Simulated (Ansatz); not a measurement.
InRh$_{3}$N (anti-perovskite, space group No. 221) under volume change, the program Ansatz at the PBEsol level (PAW), scaled uniformly.

```csv
V (Å³/atom),E − E(relaxed) (meV/atom),P (GPa)
12.210,96.0,27.96
12.612,40.0,16.95
13.015,9.4,7.72
13.417,0.0,0.00
13.820,8.4,-6.46
14.222,31.6,-11.85
14.625,67.1,-16.34
```

Task: What does a third-order Birch–Murnaghan fit give for V₀, B₀ and B′?

Result: V₀ = 13.42 Å³/atom, B₀ = 235 GPa, B′ = 4.9.

Space group Pm-3m (anti-perovskite). The start of the workflow was typed in or built on a structure type; neither database checked (COD, Materials Project) lists it. Whether it is the stable phase at ambient conditions was not checked. The PBEsol relaxation kept the symmetry of its start; its stability against distortions is not shown here. The workflow began spin-polarised and lost its moments.

Potentials: the earlier of the program's two PAW sets. The files were generated under PBE; for other functionals the program regenerates the frozen cores, and for LDA and PBEsol the local potential too.
